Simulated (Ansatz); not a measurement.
A geometry of Sb away from equilibrium: the start of the relaxation of a relaxed Sb cell, doubled along one cell vector, shaken by Gaussian noise of σ = 0.08 Å a coordinate. Level of theory: r2SCAN (plane waves to 500 eV, PAW, scalar-relativistic; Ansatz, a program for electronic structure). Γ-centred k-mesh 8×8×4 on the run's cell (coarser than for final values), Fermi–Dirac smearing 0.05 eV.

```xyz
8
Lattice="2.1312 -6.2643 0.0000 2.1312 6.2643 0.0000 0.0000 0.0000 10.1279" Properties=species:S:1:pos:R:3 pbc="T T T"
Sb     2.1861    -4.7901     0.2450
Sb     2.0830    -4.9007     5.2577
Sb     2.0392     4.7734     4.8938
Sb     2.1376     4.9365     9.9470
Sb     2.1999     1.3752     2.2263
Sb     2.1474     1.4734     7.3466
Sb     2.1559    -1.3058     2.7284
Sb     2.1474    -1.3664     7.9166
```

### Question
Which atoms carry the largest force, and which way does it point?

### Answer
1.53 eV/Å, on Sb7 (atoms numbered as listed); on Sb7 its components are (-0.27, -1.16, 0.95).

### Question
What is the pressure?

### Answer
-1.0 GPa, compression positive.

### Question
How much energy per atom can still be gained by relaxing?

### Answer
0.04 eV/atom; the path ends in Cmc2₁ (No. 36) at a tolerance of 0.01 Å, Cmce (No. 64) at 0.1 Å.

No spin polarisation in the result. Without a van der Waals term the distances between weakly bound units are poorly fixed.

The end of the path is a generated cell of Sb: the first start was made by placing the elements on the sites of a structure type, and the end was not matched to a known phase here, so it may be hypothetical. Known forms of Sb include space group No. 166.
